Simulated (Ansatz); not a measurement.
A crystal relaxed with r2SCAN in Ansatz 0.2.0 has space group R-3m:H (No. 166) and a = 3.245 Å, c = 16.947 Å.

```json
{"atom": "Xx", "site": "3a", "x": "0.0000", "y": "0.0000", "z": "0.0000"}
{"atom": "K", "site": "3b", "x": "0.6667", "y": "0.3333", "z": "0.8333"}
{"atom": "F", "site": "6c", "x": "0.3333", "y": "0.6667", "z": "0.9356"}
```

The r2SCAN gap is direct at Γ: 7.45 eV. The HSE06 gap is direct at Γ: 8.77 eV. PBE gives a direct gap of 6.70 eV at Γ. Meshes: r2SCAN 10×10×10, HSE06 6×6×6, PBE 10×10×10. r2SCAN's ε∞ is 2.0 along all three axes, to this precision.

**Question.** Which element is Xx?
A. Li
B. Ag
C. Cu
D. H

**Answer.** A. Xx is Li: an ordered 4-atom cell of KLiF2 on the rocksalt lattice (R-3m). Around Li lie 6 F at 2.17 Å; around K lie 6 F at 2.55 Å; around F lie 3 Li at 2.17 Å and 3 K at 2.55 Å.

Simulation only: spin-unpolarised, and no claim that this is the phase found in nature.
